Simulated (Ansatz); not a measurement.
Relaxing a structure of SnO

The start is a relaxed SnO cell, doubled along one cell vector, shaken by Gaussian noise of σ = 0.08 Å a coordinate. Cell shape, volume and atoms are optimised at zero target pressure with PBE (plane waves to 420 eV, PAW, scalar-relativistic; Ansatz, a first-principles code). The first steps use a coarse 3×6×5 k-mesh.

The start:
```
SnO
1.0
    7.73422     0.00000     0.00000
    0.00000     3.86711     0.00000
    0.00000     0.00000     5.07352
Sn O
4 4
Cartesian
  0.08410   1.84188   1.27776
  3.69763   1.91378   1.42322
  2.00797   0.03227   3.80862
  5.81947  -0.00323   3.71147
  0.01942   0.17789   2.52365
  3.86293   0.02711   2.46640
  1.96399   2.07637   2.57837
  5.77925   1.79657   2.59640
```

Task: What is the largest force in the starting geometry, and on which atom (counted from 1)?

Result: 1.73 eV/Å, on O8 (atoms numbered as listed).

Task: How much energy is released per atom?

Result: 0.08 eV/atom.

Task: Is the parent structure recovered?

Result: It returns to the parent structure, P4/nmm (No. 129).

Task: How do the shortest distances between atoms change?

Result: The closest pairs of elements (up to four, under 3.6 Å), start → end: O–Sn 2.08 → 2.25 Å; O–O 2.55 → 2.73 Å; Sn–Sn 3.48 → 3.58 Å.

Task: Is the relaxed structure metallic? Give its gap.

Result: 0.50 eV, indirect (valence top at or next to Γ, conduction bottom at M) (no spin-orbit coupling).

Final structure:

Space group P4/nmm, origin choice 1 (No. 129); a = 3.8670 Å, b = 3.8670 Å, c = 5.0741 Å, α = 90.00°, β = 90.00°, γ = 90.00°

| atom | site | symmetry | x | y | z |
|---|---|---|---|---|---|
| Sn | 2c | 4mm | 0.0000 | 0.5000 | 0.2716 |
| O | 2b | -4m2 | 0.5000 | 0.5000 | 0.5000 |

Final values are on a 9×9×7 k-mesh of the relaxed cell. No spin polarisation in the result.

The first start was generated by placing the elements on the sites of a structure type. A measured structure of SnO has the same space group, P4/nmm (No. 129); the sites were not compared with it.
